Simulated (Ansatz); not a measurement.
Elastic constants of BaH$_{2}$: input and output

Theory: Ansatz, DFT LDA, scalar-relativistic, plane waves, PAW.

Launched with:
```bash
ansatz run input.yaml --threads 2 --pin off --max-ram 6144MiB --backend cpu --events-out ev --progress --plain --runs-dir out
```

Input (bare energies are in eV):
```yaml
crystal:
  lattice:
    - [4.3475423709, 0.0, 0.0]
    - [-2.1737711854, 3.7650821372, 0.0]
    - [0.0, 0.0, 5.6801294847]
  atoms:
    - { symbol: Ba, position: [0.6666666667, 0.3333333333, 0.75] }
    - { symbol: Ba, position: [0.3333333333, 0.6666666667, 0.25] }
    - { symbol: H, position: [0.3333333333, 0.6666666667, 0.75] }
    - { symbol: H, position: [0.6666666667, 0.3333333333, 0.25] }
    - { symbol: H, position: [0.0, 0.0, 0.5] }
    - { symbol: H, position: [0.0, 0.0, 0.0] }
basis:
  ecutwfc: 420
kpoints:
  mp_grid: { grid: [6, 6, 6] }
hamiltonian:
  xc: lda
scf:
  occupations: { method: fixed }
output:
  forces: true
  stress: true
  eigenvalues: true
elastic:
  mode: relaxed_ion
  stencil: two_point
```

From the output:
```
--- Elastic constants: 3 strain directions × 2 members + reference (group order 24) ---
  dense FFT box of the reference and of every strained cell: 30×30×40
  strains applied: 11, 33, 23; error gains: componentwise 1.00 (the most a stress slope's error grows in a printed constant), spectral 1.41 (1 for all six strains in a standard setting)
  C = ∂σ_k/∂η_j (tension-positive GPa; Voigt order 11 22 33 23 13 12):
        87.455     43.629     13.103      0.000      0.000     -0.000
        43.629     87.455     13.103      0.000      0.000      0.000
        13.095     13.095     61.583      0.000      0.000      0.000
        -0.000      0.000     -0.000     22.901      0.000      0.000
         0.000     -0.000     -0.000      0.000     22.901     -0.000
        -0.000     -0.000     -0.000     -0.000     -0.000     21.913
  reference stress σ⁰ (GPa):     -0.001     -0.001      0.001     -0.000     -0.000     -0.000
  C* (energy form; C + prestress term) asymmetry max|C*_kj − C*_jk| = 6.485e-3 GPa — a small one proves nothing (zero by symmetry where the batch's group is 432, −43m or m−3m); a large one is finite-difference/SCF noise where every solve ...
  moduli (Voigt/Reuss/Hill, GPa): K = 41.79/38.29/40.04   G = 24.65/23.69/24.17   E = 60.37   ν = 0.249
  mechanically stable: yes (min eigenvalue of sym C = 21.91 GPa)
  strain η (Voigt 11):  stress-route row diagonal C_11 = 87.46 GPa, energy-path curvature d²(F+E_count+ΔE)/dδ²/Ω₀ = 87.49 GPa
         δ    σ_11 (GPa) F (eV) n_scf n_hpsi n_pw
    -2.000e-3      -0.1765      -11625.0100728       2    8621   1835   relax 4 steps, max|allowed force component| 1.45e-5 eV/Å
     2.000e-3       0.1733      -11625.0100827       2    8608   1841   relax 3 steps, max|allowed force component| 3.01e-7 eV/Å
  strain η (Voigt 33):  stress-route row diagonal C_33 = 61.58 GPa, energy-path curvature d²(F+E_count+ΔE)/dδ²/Ω₀ = 61.53 GPa
         δ    σ_33 (GPa) F (eV) n_scf n_hpsi n_pw
    -2.000e-3      -0.1232      -11625.0101165       7    8465   1832   relax 0 steps, max|allowed force component| 6.48e-17 eV/Å
     2.000e-3       0.1232      -11625.0101352       5    7685   1843   relax 0 steps, max|allowed force component| 6.48e-17 eV/Å
  strain η (Voigt 23):  stress-route row diagonal C_44 = 22.90 GPa, energy-path curvature d²(F+E_count+ΔE)/dδ²/Ω₀ = 22.87 GPa
         δ    σ_23 (GPa) F (eV) n_scf n_hpsi n_pw
    -2.000e-3      -0.0458      -11625.0101650       2   11282   1838   relax 1 steps, max|allowed force component| 1.84e-6 eV/Å
     2.000e-3       0.0458      -11625.0101650       2   11258   1838   relax 1 steps, max|allowed force component| 1.84e-6 eV/Å
```

Time: 80 s on 2 threads of Intel(R) Xeon(R) Processor @ 2.50GHz (Skylake/Cascade Lake), on a shared host, peak memory 0.44 GiB.